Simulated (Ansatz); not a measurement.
Data:

NbAs$_{2}$:
```
CELL_PARAMETERS angstrom
      4.66560     1.68122     0.00000
     -4.66560     1.68122     0.00000
     -3.81412     0.00000     6.77252
ATOMIC_POSITIONS crystal
  Nb 0.15682 0.84318 0.19560
  Nb 0.84318 0.15682 0.80440
  As 0.85882 0.14118 0.47174
  As 0.14118 0.85882 0.52826
  As 0.59474 0.40526 0.89175
  As 0.40526 0.59474 0.10825
```

This is the PBEsol-relaxed structure.

Q: All from the program Ansatz at the PBEsol level (PAW), unless another level is named. Predict the electronic character.

A: metallic (no gap).

Q: Predict the density of states at the Fermi level.

A: 0.08 states/eV per atom (mean over ±0.08 eV).

Q: Next, the formation energy from the elements (no fitted shifts)?

A: -0.59 eV/atom.

Space group C2/m. The workflow started from a Materials Project entry (that database holds measured and hypothetical structures alike); the Crystallography Open Database files this formula in space group No. 12, but the cells were not matched. Whether it is the stable phase at ambient conditions was not checked. The PBEsol relaxation kept the symmetry of its start; its stability against distortions is not shown here. No spin polarisation was allowed. The references are the lowest solids computed at this level, not always the standard phases. Scalar-relativistic: spin–orbit coupling is off unless named, which matters more the heavier the elements.

Potentials: the later of the program's two PAW sets.
